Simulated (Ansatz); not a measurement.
A geometry of ZnAg away from equilibrium: the start of the relaxation of a relaxed ZnAg cell displaced along its unstable phonon at q = Γ (57i cm⁻¹), largest move 0.15 Å. Computed with PBEsol (plane waves to 420 eV, PAW, scalar-relativistic; Ansatz, a program for electronic structure). Γ-centred k-mesh 12×12×7 on the run's cell (coarser than for final values), Fermi–Dirac smearing 0.05 eV.

```xyz
2
Lattice="2.7163 0.0000 0.0000 0.0000 2.7532 0.0000 0.0000 0.0000 4.5426" Properties=species:S:1:pos:R:3 pbc="T T T"
Zn     1.3581    -0.1500     2.2713
Ag     0.0000     0.0909     0.0000
```

What forces act on the atoms (eV/Å)?


```tsv
atom	Fx	Fy	Fz
Zn1	0.00	-0.11	0.00
Ag2	0.00	0.11	0.00
```

What is the pressure?

-0.5 GPa, compression positive.

How far above the relaxed end point is this geometry?

0.20 eV/atom; the path ends in P4/mmm (No. 123) (AFLOW prototype AB_tP2_123_a_d (L1_0, as in CuAu)).

No spin polarisation in the result.

The run could not lose the symmetry of its start, so the end can be a saddle point.

The end of the path is a generated cell of ZnAg: the first start was made by placing the elements on the sites of a structure type, and the end was not matched to a known phase here, so it may be hypothetical.
